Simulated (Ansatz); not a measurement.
All numbers below come from Ansatz, DFT PBE, scalar-relativistic, plane waves, PAW. All cells share a 420 eV cutoff and Γ-centred k meshes spaced at most about 0.3 Å⁻¹ (about 0.25 or finer for metals, 2π included). No spin polarisation in the final relaxations.

Temperature and zero-point effects are left out.

Two forms of PbI2Cl2 were relaxed alike.

A.

```
Pb I Cl
1.0
    -1.95361    1.95361   12.26607
     1.95361   -1.95361   12.26607
     1.95361    1.95361  -12.26607
Pb I Cl
1 2 2
Direct
  0.00000 0.00000 0.00000
  0.41945 0.41945 0.00000
  0.58055 0.58055 0.00000
  0.75000 0.25000 0.50000
  0.25000 0.75000 0.50000
```

B.

```
Pb I Cl
1.0
     4.43208    0.00000    0.00000
    -2.21604    3.83829    0.00000
     0.00000    0.00000   11.84193
Pb I Cl
1 2 2
Direct
  0.00000 0.00000 0.00000
  0.33333 0.66667 0.82073
  0.66667 0.33333 0.17927
  0.33333 0.66667 0.60542
  0.66667 0.33333 0.39458
```

Task: Which would you expect to be lower, and how large is the difference?

Result: A is lower, by 58 meV/atom. A has space group I4/mmm (No. 139), 37.5 Å³/atom and no gap on its mesh; B has space group P-3m1 (No. 164), 40.3 Å³/atom and no gap. The shortest distance is 2.76 Å (Cl–Cl) in A and 2.55 Å (I–Cl) in B. In A, Pb is surrounded by 8 I at 3.40 Å and 4 Pb at 3.91 Å; I has 4 Pb at 3.40 Å and 5 I at 3.91–3.95 Å; Cl is surrounded by 4 Cl at 2.76 Å. In B, Pb has 6 I at 3.32 Å; I has 1 Cl at 2.55 Å and 3 Pb at 3.32 Å; Cl is surrounded by 1 I at 2.55 Å. Both come from invented guesses.

Weakly bound directions are ill-defined at this level, which has no dispersion term (I4/mmm, P-3m1), and this can change margins and order among such cells. Spin–orbit coupling, which can matter for I and Pb, is left out. Cells relaxed within their symmetry can be saddle points.
